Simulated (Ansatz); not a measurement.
TaSi₂ (MoSi2 or CaC2 type, I4/mmm) under volume change, DFT-r²SCAN in the program Ansatz with PAW potentials, shape and atoms relaxed at each volume.

```json
[
 {"V (Å³/atom)": "13.195", "E − E(relaxed) (meV/atom)": "82.2", "P (GPa)": "21.94"},
 {"V (Å³/atom)": "13.630", "E − E(relaxed) (meV/atom)": "34.5", "P (GPa)": "13.43"},
 {"V (Å³/atom)": "14.065", "E − E(relaxed) (meV/atom)": "8.2", "P (GPa)": "6.18"},
 {"V (Å³/atom)": "14.500", "E − E(relaxed) (meV/atom)": "0.0", "P (GPa)": "0.00"},
 {"V (Å³/atom)": "14.935", "E − E(relaxed) (meV/atom)": "7.3", "P (GPa)": "-5.25"},
 {"V (Å³/atom)": "15.370", "E − E(relaxed) (meV/atom)": "27.8", "P (GPa)": "-9.70"},
 {"V (Å³/atom)": "15.805", "E − E(relaxed) (meV/atom)": "59.4", "P (GPa)": "-13.49"}
]
```

Q: What does a third-order Birch–Murnaghan fit give for V₀, B₀ and B′?

A: V₀ = 14.50 Å³/atom, B₀ = 189 GPa, B′ = 4.4.

The cell is a constructed one: a structure type filled with these elements; neither database checked (COD, Materials Project) lists it. COD files the formula under space group No. 180, 181, so this cell is another polymorph or a model. Its standing as an ambient phase is unchecked. The r²SCAN relaxation kept the symmetry of its start; its stability against distortions is not shown here. The run is not spin-polarised. Spin–orbit coupling is left out wherever it is not named.

Potentials: the later of the program's two PAW sets.
